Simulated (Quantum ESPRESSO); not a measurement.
```cif
data_AlGaN2
_chemical_formula_sum 'N2 Al1 Ga1'
_space_group_name_H-M_alt 'P3m1'
_space_group_IT_number 156
_space_group_name_Hall 'P 3 -2"'
_cell_length_a 3.09945
_cell_length_b 3.09945
_cell_length_c 5.02176
_cell_angle_alpha 90.000
_cell_angle_beta 90.000
_cell_angle_gamma 120.000
loop_
_atom_site_label
_atom_site_type_symbol
_atom_site_symmetry_multiplicity
_atom_site_Wyckoff_symbol
_atom_site_fract_x
_atom_site_fract_y
_atom_site_fract_z
_atom_site_occupancy
N1 N 1 a 0.00000 0.00000 0.11246 1
N2 N 1 b 0.33333 0.66667 0.62722 1
Al1 Al 1 b 0.33333 0.66667 0.99964 1
Ga1 Ga 1 a 0.00000 0.00000 0.49708 1
```

The PBEsol cell relaxed from Materials Project entry mp-1228894 was given an isotropic strain of -1.5 % on all lattice vectors, and the atoms were relaxed again.

Problem. What does PBEsol (Quantum ESPRESSO, PseudoDojo norm-conserving, 84 Ry, scalar-relativistic) give for the electronic structure near the Fermi level?

Solution. The PBEsol gap is direct, 3.18 eV at Γ. Spin-orbit splittings are left out.

The structure is a Materials Project entry; no match was found in the copy of COD used, and its stability was not checked.
